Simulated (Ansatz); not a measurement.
ZnS in space group P6_3mc (No. 186; Pearson symbol hP16), the program Ansatz at the r²SCAN level (PAW). The conduction-band minimum lies at Γ, with 1 equivalent valley. Second derivatives d²E/dk² of the lowest band at one valley (eV·Å²), along Cartesian directions:

```json
[
 {"direction": "[100]", "d²E/dk²": "38.79"},
 {"direction": "[010]", "d²E/dk²": "38.79"},
 {"direction": "[001]", "d²E/dk²": "40.14"},
 {"direction": "[110]", "d²E/dk²": "38.79"},
 {"direction": "[101]", "d²E/dk²": "39.47"},
 {"direction": "[011]", "d²E/dk²": "39.47"}
]
```

Q: Find the principal effective masses, the density-of-states mass and the conductivity mass.

A: Off-diagonal terms follow from H_xy = H[110] − (H_xx + H_yy)/2, and m*/mₑ = 7.620 eV·Å² over each eigenvalue: 0.19, 0.20, 0.20. One valley's DOS mass (m₁m₂m₃)^(1/3) = 0.19, conductivity mass 3/(Σ 1/mᵢ) = 0.19 mₑ.

Q: What effective density of states Nc follows at 300 K for parabolic valleys?

A: Nc = 2.509e19 × 1 × (0.19)^(3/2) ≈ 2.1e18 cm⁻³.

The workflow started from a Materials Project entry (that database holds measured and hypothetical structures alike). Its sites differ from those of the usual phase in this space group: another stacking or structure type. The cell was relaxed with r²SCAN under the symmetry of its start; its stability against distortions is not shown here.

Potentials: the later of the program's two PAW sets.

Edges and masses are those of Kohn–Sham bands, whose gap is no quasiparticle gap.
